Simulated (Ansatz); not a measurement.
Q: VO₂ (rutile, space group No. 136) is relaxed with the program Ansatz at the PBEsol level (PAW). What lattice parameters of the conventional cell result?

A: a = 4.536 Å, c = 2.803 Å.

Q: Give the free coordinates with the occupied sites.

A: In one choice of origin and axes:

| atom | site | symmetry | x | y | z |
|---|---|---|---|---|---|
| V | 2a | m.mm | 0.0000 | 0.0000 | 0.0000 |
| O | 4f | m.2m | 0.2990 | 0.2990 | 0.0000 |

Q: Is it a metal or does it have a gap at this level?

A: No gap at this level.

Space group P4_2/mnm (rutile). This is a known high-temperature phase of the composition, computed here at zero pressure and temperature. Symmetry was held in the PBEsol relaxation; its stability against distortions is not shown here. Spin order of the final state: ferromagnetic, chosen from 2 collinear starts compared on coarse meshes (ties went to the first, and starts can fall back to one state), not a proven ground state. No Hubbard U is applied. The compound may be a true metal, but semilocal functionals without U, or a wrong spin order, can also close a gap.

Potentials: the later of the program's two PAW sets.
